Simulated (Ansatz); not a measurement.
The cell below belongs to a search over invented structures; it isn't taken from experiment.

Input and command of a plane-wave DFT calculation in Ansatz:

```yaml
crystal:
  lattice:
    - [2.64102759, 1.52479799, 4.45548158]
    - [-2.64102759, 1.52479799, 4.45548158]
    - [0.0, -3.04959598, 4.45548158]
  atoms:
    - { symbol: In, position: [0.0, 0.0, 0.0] }
    - { symbol: Ga, position: [0.34155133, 0.34155133, 0.34155133] }
    - { symbol: Ga, position: [0.65844867, 0.65844867, 0.65844867] }
    - { symbol: "N", position: [0.0, 0.0, 0.5] }
    - { symbol: "N", position: [0.5, 0.0, 0.0] }
    - { symbol: "N", position: [0.0, 0.5, 0.0] }
basis:
  ecutwfc: 420
kpoints:
  mp_grid: { grid: [6, 6, 6] }
hamiltonian:
  xc: pbe
scf:
  occupations: { method: gaussian, width: 0.1 }
  lower_state_search: "off"
output:
  forces: true
  stress: true
  eigenvalues: true
relax:
  adjacent_minimum: "off"
  f_tol: 0.04
  max_steps: 70
  cell: { stress_tol: 0.4 }
```

```bash
ansatz run input.yaml --threads 1 --pin off --max-ram 2560MiB --backend cpu --events-out ev --progress --plain --runs-dir out
```

Processor: Intel(R) Xeon(R) Platinum 8488C (Sapphire Rapids), 1 thread, on a host shared with other jobs.

Task: Estimate time, memory and problem size.

Result: About 82 s, peak memory 0.52 GiB. It solves 33 bands at 32 k points (after reduction by symmetry) with about 1883 plane waves (on the last cell), in 100 SCF iterations over 15 ionic steps.
